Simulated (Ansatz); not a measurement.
All numbers below come from Ansatz 0.2.0, DFT PBE, scalar-relativistic, plane waves, PAW. All cells share a 420 eV cutoff and Γ-centred k meshes spaced at most about 0.3 Å⁻¹ (about 0.25 or finer for metals, 2π included). No spin polarisation in the final relaxations.

These are static total energies at zero pressure.

Two relaxed structures of Cd₂HgO₃:

A. Space group C2/c (No. 15), monoclinic, a = 15.646 Å, b = 3.370 Å, c = 6.712 Å, β = 102.4°. Around Cd lie 5 O at 2.37–2.39 Å and 1 O at 2.64 Å; Hg has 2 O at 2.12 Å and 4 O at 2.65–2.67 Å; around O on a site of symmetry 2 lie 2 Hg at 2.12 Å, 2 Cd at 2.64 Å and 2 Hg at 2.67 Å; around O on a site of symmetry 1 lie 5 Cd at 2.37–2.39 Å and 1 Hg at 2.65 Å.

B. Space group I4/mmm (No. 139), tetragonal, a = 3.396 Å, c = 14.590 Å. Around Cd lie 6 O at 2.37–2.44 Å; around Hg lie 6 O at 2.40–2.48 Å; O on a site of symmetry 4/mmm is surrounded by 4 Hg at 2.40 Å and 2 Cd at 2.44 Å; around O on a site of symmetry 4mm lie 5 Cd at 2.37–2.40 Å and 1 Hg at 2.48 Å.

Task: Which is lower in energy, and by how much?

Result: A is lower, by 13 meV/atom. A has Cd and Hg ordered on rock salt sites, space group C2/c (No. 15), 14.4 Å³/atom and a gap of 0.31 eV on its mesh; B has Cd and Hg ordered on rock salt sites, space group I4/mmm (No. 139), 14.0 Å³/atom and no gap. Counting O atoms around Cd and Hg (those within 1.25 times the shortest such distance or 1.15 times the sum of covalent radii, 1.27 where that leaves under three; a plus sign parts nearer from farther groups; the shortest distance is added where it exceeds 1.18 times the sum of covalent radii), A has Cd 5+1, Hg 2 and B has Cd 6, Hg 6 from 2.4 Å. Both come from invented guesses.

For metals, differences of a few meV/atom aren't resolved. Spin–orbit coupling, which can matter for Hg, is left out. Kohn–Sham gaps at this level usually fall short of measured ones. The missing spin–orbit coupling can work the other way here. Cells relaxed within their symmetry can be saddle points. The C2/c cell of Cd2HgO3 came from shaking the I4/mmm one.
